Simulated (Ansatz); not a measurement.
Input file for Ansatz (a quantum-chemistry and plane-wave program):

Ansatz 0.2 input:
```yaml
crystal:
  lattice:
    - [3.532658489, 0.0, 0.0]
    - [0.0, 3.532658489, 0.0]
    - [0.0, 0.0, 3.532658489]
  atoms:
    - { symbol: Ni, position: [0.5, 0.0, 0.5] }
    - { symbol: Ni, position: [0.0, 0.5, 0.5] }
    - { symbol: Ni, position: [0.5, 0.5, 0.0] }
    - { symbol: Ge, position: [0.0, 0.0, 0.0] }
kpoints:
  mp_grid: { grid: [12, 12, 12] }
hamiltonian:
  xc: r2scan
  pseudopotentials: { kind: paw }
scf:
  occupations: { method: gaussian, width: 0.05 }
checkpoint: { read: metal.run }
output: { write_density: true, elf: true, volumetric_format: npy }
```

Output (shortened):

```
Pseudopotentials: kind: paw
Pseudopotential: Ni, paw, valence charge 18
Pseudopotential: Ge, paw, valence charge 14
Functional definition: r2SCAN
Crystal: 4 atoms, lattice volume = 44.086 Å³
Basis set: ecut = 500 eV, 1141 PW (Γ), exchange–correlation on 108×108×108 points (64 copies of the dense FFT grid, shifted against one another)
Bands: 41, of which v1, the nominal top of the filled ones, is band 34 counted from 1 (33 counted from 0)
Symmetry: 48 space group operations
Space group: Pm-3m (ITA 221), of the structure as read, at distance tolerance 3.5e-5 Å
k-points: 84 of 1728
PAW frozen core: Ni, regenerated for the run's functional
PAW frozen core: Ge, regenerated for the run's functional
Initial density: read from a saved state, or passed on in memory by an earlier SCF of this step, an earlier step, the calling program or the single point that …
Stability of the state it starts from, as read at its close in the unpolarized treatment …
Initial wavefunctions: pseudopotential atomic-orbital guess
Eigensolver: davidson
Functional: x = r2scan, c = r2scan; τ floored in thin density (d = 2e-4 eV/Å³)
iter 1 solved again at ethr=3.14e-8 eV; its pass at ethr=3.10e-3 eV (dr2=2.13e-5 eV) is discarded
SCF iter   1: F=—  HF=-21839.754616 eV  |F-HF|=—  |Δ(HF+E_count)|=         —  Δρ=4.09e-7  dr2=3.09e-11  dr2_τ=9.64e-12  ethr=3.14e-8  ⟨swp⟩=4.0  Hψ=23858  notcnv=0
all-band conjugate gradients solve this SCF's bands
preconditioner: auto → Kerker (q_TF=auto, 2.933 Å⁻¹)
SCF iter   2: F=-21839.754616 eV  HF=-21839.754616 eV  |F-HF|=1.53e-10  |Δ(HF+E_count)|=   2.67e-8  Δρ=7.23e-7  dr2=1.55e-10  dr2_τ=7.95e-12  ethr=1.00e-12  ⟨swp⟩=7.7  Hψ=17004  notcnv=0
SCF 1 converged in 2 iterations: F = -21839.754616 eV  dr2 = 1.55e-10
SCF converged after 2 iterations
Free energy (F): -21839.754616 eV
Harris-Foulkes:  -21839.754616 eV  (|F-HF|=1.53e-10)
Internal energy: -21839.751144 eV  (E = F + TS)
E sigma→0 (E₀):  -21839.752880 eV
Entropy (-TS):   -0.003473 eV (-0.868 meV/atom)
Fermi energy:    18.474476 eV
--- Per-component energies (eV) ---
  E_band       = -920.607172
  E_kinetic    = 966.639379
  E_local      = -12207.591446  (includes V_loc(G=0)·N_el)
  E_nonlocal   = 2350.944201
  E_hartree    = 5193.669363
  E_xc         = -307.612188
  E_vxc        = -422.321638  (∫ρ·V_xc dr)
  E_paw        = -6976.668224  (= ΣΔE_a)
  E_vpaw       = -2025.736022  (= ΣTr[D̂ρ^β])
  E_aug_tail   = 0.000699  (compensation charges beyond the density's cutoff)
  E_vtau       = 30.117398  (kinetic-family band-sum trace: ∫τ·v_τ [+ j·A + Jᵃ·Aᵃ] dr)
  E_ewald      = -10857.146956
  E_core_change = -1.985972  (= ΣΔE_core)
  E_smearing   = -0.003473  (= −TS)
  E_closure    =  0.000000  (closes the sum)
  Σ components = -21839.754616   (vs F -21839.754616, Δ=0.00e0)
  [band-id]    e_kinetic+e_local+e_nonlocal+2·e_hartree+e_vxc+e_vpaw+e_augmentation_tail+e_vtau = -920.608705   (vs E_band -920.607172, Δ=-1.53e-3)
--- Band table (eV; the first three rows and the last of 84) ---
  k-point 0: bands = ["-88.2714", "-88.2379", "-88.2379", "-47.2700", "-47.2700", "-47.2700", "-47.2156", "-47.2156", "-47.2156", "-47.0611", "-47.0611", "-47.0611", "-6.9163", "-6.9163", "-6.9014", "-6.9014", "-6.9014", "5.3693", "13.3840", "14.5352", "14.5352", "14.9828", "14.9828", "14.9828", "16.9763", "16.9763", "16.9763", "17.3825", "17.3825", "17.3825", "17.7768", "17.7768", "18.1253", "18.5254", "18.5254", "18.5254", "22.7332", "25.6083", "25.6083", "29.5336", "29.5336"]
  k-point 1: bands = ["-88.2709", "-88.2384", "-88.2379", "-47.2688", "-47.2688", "-47.2684", "-47.2160", "-47.2160", "-47.2157", "-47.0630", "-47.0619", "-47.0619", "-6.9159", "-6.9144", "-6.9014", "-6.9014", "-6.9013", "5.4518", "13.3944", "14.3780", "14.5911", "14.9646", "14.9646", "15.0036", "16.7146", "16.7146", "16.9522", "17.1082", "17.5972", "17.5972", "17.7768", "17.7848", "18.0917", "18.5255", "18.6638", "18.6638", "22.9868", "25.6032", "25.9138", "29.2606", "29.3313"]
  k-point 2: bands = ["-88.2694", "-88.2398", "-88.2378", "-47.2653", "-47.2653", "-47.2637", "-47.2172", "-47.2172", "-47.2160", "-47.0684", "-47.0642", "-47.0642", "-6.9150", "-6.9092", "-6.9015", "-6.9015", "-6.9011", "5.6953", "13.2603", "14.0336", "14.7527", "14.9043", "14.9043", "15.0635", "16.4230", "16.4230", "16.7068", "16.8834", "17.6804", "17.6804", "17.7076", "17.7726", "17.9952", "18.5258", "19.1587", "19.1587", "23.3693", "25.5878", "26.8189", "28.5780", "28.5780"]
  k-point 83: bands = ["-88.2489", "-88.2489", "-88.2489", "-47.2930", "-47.2930", "-47.2930", "-47.2205", "-47.1640", "-47.1640", "-47.1640", "-47.0304", "-47.0304", "-6.9153", "-6.9153", "-6.9153", "-6.8742", "-6.8742", "9.1225", "14.2593", "14.2593", "14.2593", "14.4071", "14.4071", "14.4071", "16.2343", "16.2343", "16.2343", "17.0123", "17.0123", "17.0123", "17.2671", "17.2671", "17.8451", "18.2620", "18.2620", "18.2620", "19.2633", "22.8850", "22.8850", "22.8850", "36.7646"]
  band table: 41 of 41 bands, residual norms ≤ 1.0e-3 eV
```

Cost: about 8 core-seconds (a rough figure) on shared cores.

The workflow started from a Materials Project entry (that database holds measured and hypothetical structures alike); the Crystallography Open Database copy checked does not list it. Whether it is the stable phase at ambient conditions was not checked. The cell was relaxed with r²SCAN under the symmetry of its start; of distortions, only those at the zone centre were tested. No spin polarisation was allowed. Spin–orbit coupling is left out wherever it is not named.

Potentials: the later of the program's two PAW sets.

Ansatz is a plane-wave DFT program.
